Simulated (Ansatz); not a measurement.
Values for one crystal, relaxed and computed with plane-wave PAW PBEsol (Ansatz code); other levels are named.

| Item | Value |
|---|---|
| Volume per atom | 35.02 Å³ |
| Band gap | 0.63 eV (indirect) |
| Elastic constants (relaxed ions, GPa) | C11 = 40.5, C12 = 38.1, C44 = -7.7 |
| Bulk modulus (Birch–Murnaghan fit) | 389 kbar |
| Electronic dielectric constant ε∞ (DFPT) | 7.43 |
| HSE06 gap on the PBEsol cell | 1.22 eV |
| Dynamical stability on the path | unstable, down to 35i cm⁻¹ |

Q: Pick the material that matches.
A) PbS, zinc blende
B) CaSe, rock salt
C) Be2C, fluorite or antifluorite type
D) Mg4Te3S, Pmm2 (Pearson symbol oP8)

A: A, PbS, zinc blende

Space group F-43m (zinc blende). The start of the workflow was typed in or built on a structure type; neither database checked (COD, Materials Project) lists it. It is not the phase usual at ambient conditions (space group No. 225). The PBEsol relaxation kept the symmetry of its start. Spin–orbit coupling is left out wherever it is not named.

Potentials: the later of the program's two PAW sets.
